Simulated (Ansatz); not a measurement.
SbAs: stationary points along a deformation path

The calculation used DFT PBEsol, scalar-relativistic, plane waves, PAW in Ansatz. The runs took a 420 eV cutoff, a Γ-centred 18×18×18 mesh and Gaussian smearing (0.15 eV). No spin polarisation. Energies are free energies at this smearing, counted from the undisturbed cell; pressure is positive in compression.

Reference structure (as given, not relaxed at this level; it stands at -4.1 GPa, and it needn't be the usual structure):

```xyz
2
Lattice="2.0127 1.1621 3.6123 -2.0127 1.1621 3.6123 0.0000 -2.3241 3.6123" Properties=species:S:1:pos:R:3 pbc="T T T"
Sb    0.0000    0.0000    5.4185
As    0.0000    0.0000    0.0000
```

At fixed volume and fractional coordinates, lengths along (0.000, 0.000, 1.000) are scaled against those across it; ρ is that ratio over its starting value. V = 25.347 Å³/atom. Δσ is the stress along the axis less the mean stress across it (compression positive).

| ρ | ΔE (meV/atom) | Δσ (GPa) | space group |
| --- | --- | --- | --- |
| 0.800 | 11.0 | 3.99 | R-3m |
| 0.850 | -9.3 | 2.39 | R-3m |
| 0.920 | -17.9 | -0.40 | R-3m |
| 0.960 | -12.4 | -2.09 | R-3m |
| 1.000 | 0.0 | -3.63 | R-3m |
| 1.050 | 23.5 | -5.52 | R-3m |
| 1.100 | 55.1 | -7.38 | R-3m |
| 1.200 | 136.8 | -9.83 | R-3m |
| 1.300 | 217.9 | -9.27 | R-3m |

Problem. How does the stress give the slope of the energy, and where is the energy stationary?

Solution. Along the path d ln(length) is 2/3 d ln ρ on the axis and −1/3 d ln ρ across it, so dE/d ln ρ = −(2/3) V Δσ: the energy falls with ρ where Δσ is positive. Δσ vanishes or changes sign between ρ = 0.850 and 0.920, a minimum (near 0.91 by linear interpolation). Pairs of stationary points between two samples would go unseen, and could change a minimum read from distant neighbours into a maximum.

Problem. Integrate that slope from ρ = 1 to 0.850 by the trapezoid rule.

Solution. With V/N in Å³ and 1 eV/Å³ = 160.2 GPa the slopes at ρ = 1.000, 0.960, 0.920, 0.850 are 382, 221, 43, -252 meV/atom per unit of ln ρ. The steps add (-12.3) + (-5.6) + 8.3 = -9.6 meV/atom, against -9.3 from the energies; the trapezoid rule misses the curvature of the slope within each step.

Problem. Is the start the lowest point of the path?

Solution. No: ρ = 0.920 lies 17.9 meV/atom lower, with no sampled rise above the start on the way. Volume and inner coordinates are held, so a relaxed structure there would lie lower still.

In a metal these slopes depend on the k mesh and the smearing.

Cost: 9 runs of about 3.6 core-minutes in all, on Arm Neoverse V2 (shared hosts).